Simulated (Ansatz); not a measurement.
TlBr (rock salt, Fm-3m) at seven volumes, PBEsol in the plane-wave PAW code Ansatz, scaled uniformly. One row is withheld.

```json
[
 {"V (Å³/atom)": "32.102", "P (GPa)": "2.50"},
 {"V (Å³/atom)": "33.160", "P (GPa)": "1.51"},
 {"V (Å³/atom)": "34.219", "P (GPa)": "?"},
 {"V (Å³/atom)": "35.277", "P (GPa)": "0.00"},
 {"V (Å³/atom)": "36.335", "P (GPa)": "-0.58"},
 {"V (Å³/atom)": "37.394", "P (GPa)": "-1.05"},
 {"V (Å³/atom)": "38.452", "P (GPa)": "-1.45"}
]
```

Fit the shown pressures and predict the withheld one.

P = (3/2)B₀(x^(7/2) − x^(5/2))[1 + (3/4)(B′ − 4)(x − 1)] with x = (V₀/V)^(2/3). Least squares on the six rows gives V₀ = 35.273 Å³/atom, B₀ = 20.9 GPa, B′ = 5.07. At V = 34.219, x = 1.0204 and P = 0.68 GPa. The run itself gave 0.69 GPa.

A made-up cell: these elements were put on the sites of a structure type; the Crystallography Open Database copy checked does not list it. COD files the formula under space group No. 221, so this cell is another polymorph or a model. Whether it is the stable phase at ambient conditions was not checked. Symmetry was held in the PBEsol relaxation; its stability against distortions is not shown here. Scalar-relativistic: spin–orbit coupling is off unless named, which matters more the heavier the elements.

Potentials: the later of the program's two PAW sets.
